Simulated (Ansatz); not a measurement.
Values for one crystal, relaxed and computed with the program Ansatz at the r²SCAN level (PAW); other levels are named.

- Volume per atom: 26.14 Å³
- Electronic character: no gap, with almost no states at the Fermi level (zero-gap or semimetallic)
- Pressure derivative B′: 4.7
- Formation energy from the elements (no fitted shifts): -65 meV/atom
- Bulk modulus (Birch–Murnaghan fit): 56.3 GPa
- Density of states at the Fermi level: 0.02 states/eV per atom (mean over ±0.08 eV)

Which compound is it?
(A) GaSb, P6_422 (Ga on 3c, Sb on 3d)
(B) LaGe2Ru2, I4/mmm (La on 2a, Ge on 4e, Ru on 4d)
(C) Si2Mo, MoSi2 or CaC2 type
(D) NdH2, fluorite

A, GaSb, P6_422 (Ga on 3c, Sb on 3d)

The start of the workflow was typed in or built on a structure type; neither database checked (COD, Materials Project) lists it. It is not the phase usual at ambient conditions (space group No. 216). The r²SCAN relaxation kept the symmetry of its start; its stability against distortions is not shown here. A small band overlap can be real or an error of a semilocal functional. The references are the lowest solids computed at this level, not always the standard phases. Spin–orbit coupling is left out wherever it is not named.

Potentials: the later of the program's two PAW sets.
